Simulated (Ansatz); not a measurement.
A relaxed cell of CsAu (Pm-3m (No. 221)), relaxed on a k-mesh at least as fine as the one used below. All values below come from r2SCAN (plane waves to 500 eV, PAW, scalar-relativistic; Ansatz, a program for electronic structure). Γ-centred k-mesh 8×8×8 on the run's cell (coarser than for final values), Fermi–Dirac smearing 0.05 eV.

```
CsAu
1.0
    4.27453     0.00000     0.00000
    0.00000     4.27453     0.00000
    0.00000     0.00000     4.27453
Cs Au
1 1
Direct
  0.00000   0.00000   0.00000
  0.50000   0.50000   0.50000
```

The atoms are displaced by (Å):

```tsv
atom	ux	uy	uz
Cs1	0.001	-0.098	-0.134
Au2	0.134	-0.061	0.022
```

### Question
What forces (eV/Å) and pressure result?

### Answer
```tsv
atom	Fx	Fy	Fz
Cs1	0.13	0.04	0.15
Au2	-0.13	-0.04	-0.15
```

Pressure +0.2 GPa.

### Question
Estimate the energy cost of the displacement in the harmonic approximation and compare with the calculation.

### Answer
For a harmonic well ΔE = −½ Σ F·u = 0.021 eV a cell, or 11 meV/atom. The calculated energy relative to the undisplaced cell is +11 meV/atom, so the harmonic estimate holds well.

No spin polarisation in the result.

The run that gave the undisplaced cell could not lose the symmetry of its start; a randomly shaken copy of 2 atoms returns to this structure.
